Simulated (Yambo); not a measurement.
BSE-type run in Yambo on KI (rock salt, space group Fm-3m, No. 225), at zero momentum. PBEsol wavefunctions on a 4×4×4 mesh, a = 4.953 Å, b = 4.953 Å, c = 4.953 Å, α = 60.00°, β = 60.00°, γ = 60.00°.

Yambo input:
```
rim_cut
optics
bse
bss
dipoles
em1s
RandQpts= 1000000
RandGvec= 1 Ry
FFTGvecs= 40 Ry
Chimod= "HARTREE"
BSKmod= "SEX"
BSEmod= "resonant"
BSSmod= "hs"
BSENGexx= 15 Ry
BSENGBlk= 4 Ry
% KfnQP_E
 2.283 | 1.0 | 1.0 |
%
% BSEQptR
 1 | 1 |
%
% BSEBands
 6 | 18 |
%
% BEnRange
 0.0 | 15.2 | eV
%
% BDmRange
 0.15 | 0.15 | eV
%
BEnSteps= 304
% BLongDir
 1.0 | 0.0 | 0.0 |
%
BSHayTrs= -0.02
BSSNEig= 24
WRbsWF
% BndsRnXs
 1 | 40 |
%
NGsBlkXs= 4 Ry
% LongDrXs
 1.0 | 1.0 | 1.0 |
%
```

From the report:

The dimension is k points × valence × conduction bands = 64 × 3 × 10 = 1920.
```
   [SLEPC] Approach                          : Krylov-Schur
   [SLEPC] Number of requested eigenvalues   :  24
   [SLEPC] Number of eigenvalues        [NEV]:  24
    [K] Dimension                                    :  1920
    [K] Bands                                        :   6  18
    [K] Exchange res                                 : yes
    [K] Correlation res                              : yes
    [K] W interaction is bare                        : no
    [K] RL vectors exchange                          :   561
    [K] RL vectors correlation                       :   89
    [W] Matrix size                                  :   89
    [W] Bands                                        :    1   40
    [W] Coulomb Cutoff                               : none
    [W] Hxc Kernel                                   : HARTREE
```

Spin-orbit coupling is not included.

Geometry relaxed with PBEsol.
